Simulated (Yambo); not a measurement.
```
CELL_PARAMETERS angstrom
     -1.58381     1.58381     1.58381
      1.58381    -1.58381     1.58381
      1.58381     1.58381    -1.58381
ATOMIC_POSITIONS crystal
  Mo 0.00000 0.00000 0.00000
```

The geometry is that of Materials Project entry mp-129, symmetrised and not relaxed again.

Question: Where are the main features of Im ε from RPA with local fields on PBEsol bands (Yambo; 18×18×18 mesh, 25 bands, 4 Ry local-field block, 0.25 eV broadening; field along x)?

Answer: Peaks at 2.1 eV (32), 4.0 eV (25), heights in brackets. Only interband transitions are included: the Drude term is missing, so nothing below about 0.6 eV and no real part is shown. Structure narrower than a few tenths of an eV can come from the finite k mesh. 

Spin-orbit coupling is not included.
